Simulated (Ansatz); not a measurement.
# SrCd2Ge2 single point

input.yaml (Ansatz 0.2.0)

```yaml
crystal:
  lattice:
    - [0.0, 4.617685, 0.0]
    - [4.617685, 0.0, 0.0]
    - [2.308842, 2.308842, -5.888561]
  atoms:
    - { symbol: Sr, position: [0.0, 0.0, 0.0] }
    - { symbol: Ge, position: [0.391, 0.391, 0.218] }
    - { symbol: Ge, position: [0.609, 0.609, 0.782] }
    - { symbol: Cd, position: [0.75, 0.25, 0.5] }
    - { symbol: Cd, position: [0.25, 0.75, 0.5] }
  symmetry: { tolerance: 0.0003 }
kpoints:
  mp_grid: { grid: [8, 8, 8], shift: [0, 0, 0] }
  band_path:
    path:
      - [0.0, 0.0, 0.0]
      - [0.5, 0.5, 0.5]
      - [0.5, 0.5, 0.25]
      - [0.0, 0.5, 0.0]
      - [0.0, 0.0, 0.0]
      - [0.0, 0.0, -0.5]
      - [0.0, 0.42313294, -0.28843353]
      - [0.0, 0.57686706, 0.28843353]
      - [0.0, 0.0, 0.0]
      - [0.5, 0.5, 0.5]
      - [0.42313294, 0.57686706, 0.5]
    npoints: 6
magnetization:
  spin_polarized: false
scf:
  occupations: { method: gaussian, width: 0.0614 }
  lower_state_search: "off"
  max_iter: 200
hamiltonian:
  pseudopotentials: { kind: paw }
  xc: r2scan
basis:
  ecutwfc: 500
  fft_grid_basis: typed
output:
  forces: true
  stress: true
  eigenvalues: true
  bader: true
  populations: true
  elf: true
  write_potential: true
  volumetric_format: npy
  dos:
    e_range: [-12, 8]
    de: 0.05
    projected: { site_lists: { Cd: [Cd], Ge: [Ge], Sr: [Sr] } }
  write_density: true
checkpoint:
  read: saved_state
```

Command:

```sh
ansatz run input.yaml --threads 1 --pin off --max-ram 2560MiB --backend cpu --events-out ev --progress --plain --runs-dir out
```

The saved state is an earlier solution for the same cell, perhaps on another mesh. 

Excerpt of what it printed:

```
Pseudopotentials: kind: paw
Pseudopotential: Sr, paw, valence charge 10, recommended cutoff 500 eV (meta_gga), Sr.paw.azcp
Pseudopotential: Ge, paw, valence charge 14, recommended cutoff 500 eV (meta_gga), Ge.paw.azcp
Pseudopotential: Cd, paw, valence charge 20, recommended cutoff 500 eV (meta_gga), Cd.paw.azcp
Functional definition: r2SCAN
  exchange = r2scan_x(k0 = k0, k1 = k1, a1 = a1)
  correlation = r2scan_c
Crystal: 5 atoms, lattice volume = 125.562 Å³
Basis set: ecut = 500 eV, 3169 PW (Γ), exchange–correlation on 144×144×200 points (64 copies of the dense FFT grid, shifted against one another)
Bands: 47, of which v1, the nominal top of the filled ones, is band 39 counted from 1 (38 counted from 0)
Symmetry: 16 space group operations
Space group: I4/mmm (ITA 139), of the structure as read, at distance tolerance 1.5e-3 Å
k-points: 59 of 512
Initial density: read from a saved state, or passed on in memory by an earlier SCF of this step, an earlier step, the calling program or the single point that the run made first
Functional: x = r2scan, c = r2scan; τ floored in thin density (d = 2e-4 eV/Å³)
SCF iter   1: F=-28699.0570 eV  Δρ=1.19e-3  dr2=2.84e-3  dr2_τ=3.25e-4
SCF iter   2: F=-28699.0574 eV  Δρ=8.18e-4  dr2=1.46e-3  dr2_τ=1.55e-5
SCF iter   3: F=-28699.0576 eV  Δρ=2.57e-4  dr2=1.72e-4  dr2_τ=2.38e-6
SCF iter   4: F=-28699.0577 eV  Δρ=1.36e-4  dr2=4.67e-5  dr2_τ=7.67e-7
SCF iter   5: F=-28699.0577 eV  Δρ=4.00e-5  dr2=5.45e-6  dr2_τ=2.21e-7
SCF iter   6: F=-28699.0577 eV  Δρ=1.47e-5  dr2=6.04e-7  dr2_τ=1.12e-8
SCF iter   7: F=-28699.0577 eV  Δρ=5.75e-6  dr2=9.44e-8  dr2_τ=2.72e-9
Free energy (F): -28699.0577 eV
Harris-Foulkes:  -28699.0577 eV  (|F-HF|=2.02e-8)
Internal energy: -28699.0551 eV  (E = F + TS)
E sigma→0 (E₀):  -28699.0564 eV
Entropy (-TS):   -0.0026 eV (-0.512 meV/atom)
Fermi energy:    10.6996 eV
--- Per-component energies (eV) ---
  E_band       = -1334.1403
  E_kinetic    = 1475.2307
  E_local      = -13039.5433  (includes V_loc(G=0)·N_el)
  E_nonlocal   = 1103.8114
  E_hartree    = 5843.0139
  E_xc         = -638.6042
  E_vxc        = -806.3696  (∫ρ·V_xc dr)
  E_paw        = -14990.3769  (= ΣΔE_a)
  E_vpaw       = -1805.6482  (= ΣTr[D̂ρ^β])
  E_aug_tail   = 0.0000  (compensation charges beyond the density's cutoff)
  E_vtau       = 52.3741  (kinetic-family band-sum trace: ∫τ·v_τ [+ j·A + Jᵃ·Aᵃ] dr)
  E_ewald      = -8449.1397
  E_core_change = -3.4471  (= ΣΔE_core)
  E_smearing   = -0.0026  (= −TS)
--- Forces (eV/Å), atoms counted from 1 ---
  atom   1  Sr     0.0000     0.0000     0.0000
  atom   2  Ge     0.0000     0.0000    -0.0065
  atom   3  Ge     0.0000     0.0000     0.0065
  atom   4  Cd     0.0000     0.0000     0.0000
  atom   5  Cd     0.0000     0.0000     0.0000
--- Stress (GPa, compression-positive) ---
       -2.3788       0.0000       0.0000
        0.0000      -2.3788       0.0000
        0.0000       0.0000      -2.2540
  P = ⅓ Tr σ = -2.3372 GPa (-23.372 kbar)
--- Löwdin populations: 5 sites ---
  site symbol       q [e]
     0     Sr      8.4286
     1     Ge     15.4598
     2     Ge     15.4598
     3     Cd     18.9179
     4     Cd     18.9179
  spilling = 0.0105 (of n_electrons = 78.0000)
```

Origin: a database entry at a rescaled volume.
